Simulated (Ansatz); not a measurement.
A trial cell of Sr was relaxed with PBE (plane waves to 420 eV, PAW, scalar-relativistic; Ansatz, a first-principles code).

Before: I4/mmm (No. 139), tI2; a = 4.7085 Å, b = 4.7085 Å, c = 5.5216 Å, α = 90.00°, β = 90.00°, γ = 90.00°.

After relaxation:

Simulated powder pattern, Cu Kα, λ = 1.54184 Å (kinematic, ideal powder, no thermal factors, no anomalous dispersion; the 24 strongest lines at most, above 1 %, up to 2θ = 90°):

| 2θ (°) | I/Imax (%) |
|---|---|
| 25.58 | 100 |
| 29.62 | 52 |
| 42.39 | 39 |
| 50.17 | 47 |
| 52.56 | 14 |
| 61.50 | 6.3 |
| 67.72 | 19 |
| 69.73 | 17 |
| 77.54 | 13 |
| 83.24 | 14 |

### Question
Identify the relaxed structure from its pattern: crystal system, space group and cell.

### Answer
Cubic, Fm-3m (No. 225), cF4, fcc (Cu type); a = b = c = 6.031 Å, α = β = γ = 90.00°. Sites: Sr 4b (0.500, 0.500, 0.500).

### Question
Index the strongest lines.

### Answer
25.58° (111), 29.62° (200), 42.39° (220), 50.17° (311), 67.72° (331).

No spin polarisation in the result.

The run could not lose the symmetry of its start.
